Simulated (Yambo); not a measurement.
G0W0@PBEsol for WO₃ (ReO3 type, space group Pm-3m, No. 221) in Yambo (4×4×4 mesh, 10 Ry block, plasmon pole, screening fixed), without a terminator:

```tsv
bands N in G	gap R → Γ (eV)	shift of the valence edge (eV)
47	1.448	0.562
81	1.431	0.226
129	1.423	0.041
```

### Question
Extrapolate both columns to infinite N with E(N) = E∞ + A/N, test the form, and compare with the terminator.

### Answer
From two points, E∞ = (N2 E2 − N1 E1)/(N2 − N1). The two largest N give 1.41 eV for the gap and -0.27 eV for the shift; the two smallest give 1.41 eV and -0.24 eV. For the gap the slopes A are 1.9 and 1.7 eV: the 1/N form holds. For the shift the slopes A are 38 and 40 eV: the 1/N form holds. With the Bruneval-Gonze terminator and 129 bands the run gives 1.47 eV and -0.19 eV, 0.06 eV and 0.08 eV from the extrapolated values: the terminator too is an estimate of the remainder. Block, mesh and the bands in W are held fixed.

Spin-orbit coupling is not included.

Geometry relaxed with PBEsol; primitive cell a = b = c = 3.795 Å, α = β = γ = 90.00°.

The structure is a Materials Project entry; no match was found in the copy of COD used, and its stability was not checked.

A shift is the quasiparticle energy of the state minus its PBEsol energy.
